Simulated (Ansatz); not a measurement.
GaAs:
```xyz
2
Lattice="3.3740 0.0000 0.0000 0.0000 3.3740 0.0000 0.0000 0.0000 3.3740" Properties=species:S:1:pos:R:3 pbc="T T T"
Ga     0.0000     0.0000     0.0000
As     1.6870     1.6870     1.6870
```

Relaxed with PBE. Special points in fractions of this cell's reciprocal vectors: Γ (0.000, 0.000, 0.000); X (0.000, 0.500, 0.000); M (0.500, 0.500, 0.000); R (0.500, 0.500, 0.500).

List the band energies nearest the Fermi level at these points for plane-wave PAW PBE (Ansatz code).

In eV from the Fermi level; about four levels below and three above (degenerate sets whole), none deeper than 8.9 eV; … stands for higher levels left out; points with the same levels are listed once.

```csv
k,below,above
Γ,-2.26 -0.61 -0.61 -0.61,4.84 4.84 …
X,-8.14,1.33 1.33 2.64
M,-5.07 -5.07 -4.66,2.20 6.98 7.00 7.00
R,-2.26 -0.37 -0.37 -0.37,…
```

Space group Pm-3m (CsCl type). The cell is a constructed one: a structure type filled with these elements; neither database checked (COD, Materials Project) lists it. It is not the phase usual at ambient conditions (space group No. 216). The cell was relaxed with PBE under the symmetry of its start; its stability against distortions is not shown here. Spin–orbit coupling is left out wherever it is not named.

Potentials: the earlier of the program's two PAW sets.
